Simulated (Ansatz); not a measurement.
Relaxed-ion elastic tensor of B4C in space group R-3m (No. 166; B on 18h, B on 18h, C on 6c, C on 3b) in GPa (Voigt order), r²SCAN in the plane-wave PAW code Ansatz; density 2.49 g/cm³, 7.37 Å³ per atom.

```
  523    112   72.0   17.5    0.0    0.0
  112    523   72.0  -17.5    0.0    0.0
 72.0   72.0    547    0.0    0.0    0.0
 17.5  -17.5    0.0    155    0.0    0.0
  0.0    0.0    0.0    0.0    155   17.5
  0.0    0.0    0.0    0.0   17.5    205
```

**Question.** Is the crystal mechanically stable?

**Answer.** Yes: the smallest eigenvalue of C is 150 GPa.

**Question.** Work out the Voigt, Reuss and Hill averages.

**Answer.** K_V = 234, K_R = 234, K_H = 234; G_V = 192, G_R = 185, G_H = 189 GPa.

**Question.** Give Young's modulus, Poisson's ratio, Pugh's ratio and the universal anisotropy index.

**Answer.** E = 9KG/(3K + G) = 446 GPa; ν = 0.18; K/G = 1.24 (brittle by the Pugh limit of 1.75); A_U = 5G_V/G_R + K_V/K_R − 6 = 0.19.

**Question.** Estimate the sound speeds and the Debye temperature.

**Answer.** v_l = √((K + 4G/3)/ρ) = 14000 m/s, v_t = √(G/ρ) = 8710 m/s, mean 9590 m/s; Θ = (h/k)(3n/4πV)^(1/3) v_m = 1470 K.

**Question.** Solve the Christoffel equation for the three sound speeds along x, y, z.

**Answer.** Eigenvalues of C_ijkl n_j n_l equal ρv². In km/s, slowest first: x 7.75, 9.21, 14.50; y 7.87, 9.08, 14.51; z 7.89, 7.89, 14.83.

**Question.** How much does each axis shrink under pressure?

**Answer.** Linear compressibilities β_i = Σ_j S_ij (j = 1 to 3): x 1.4, y 1.4, z 1.5 per TPa.

The workflow started from a Materials Project entry (that database holds measured and hypothetical structures alike); the Crystallography Open Database copy checked does not list it. Its standing as an ambient phase is unchecked. The cell was relaxed with r²SCAN under the symmetry of its start; its stability against distortions is not shown here.

Potentials: the later of the program's two PAW sets.
